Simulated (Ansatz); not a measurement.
GaNi:
```
GaNi
1.0
    2.87291     0.00000     0.00000
    0.00000     2.87291     0.00000
    0.00000     0.00000     2.87291
Ga Ni
1 1
Direct
  0.00000   0.00000   0.00000
  0.50000   0.50000   0.50000
```

Relaxed with PBEsol. Special points in fractions of this cell's reciprocal vectors: Γ (0.000, 0.000, 0.000); X (0.000, 0.500, 0.000); M (0.500, 0.500, 0.000); R (0.500, 0.500, 0.500).

**Question.** List the band energies nearest the Fermi level at these points for plane-wave PAW PBEsol (Ansatz code).

**Answer.** In eV from the Fermi level; about four levels below and three above (degenerate sets whole), none deeper than 8.9 eV; points with the same levels are listed once.

```csv
k,below,above
Γ,-2.98 -2.98 -1.45 -1.45 -1.45,4.92 4.92 4.92
X,-2.32 -2.32 -1.44 -0.64,10.28 10.28 11.54
M,-2.93 -1.86 -1.86 -0.97,1.52 2.33 11.49
R,-4.38 -4.38 -4.38 -0.94 -0.94,0.57 3.44 3.44 3.44
```

Space group Pm-3m (CsCl type). The first step of the workflow began from a Materials Project structure, measured or hypothetical; the Crystallography Open Database files this formula in space group No. 221, but the cells were not matched. Its standing as an ambient phase is unchecked. The cell was relaxed with PBEsol under the symmetry of its start; of distortions, only those at the zone centre were tested. The run is not spin-polarised. Spin–orbit coupling is left out wherever it is not named.

Potentials: the later of the program's two PAW sets.
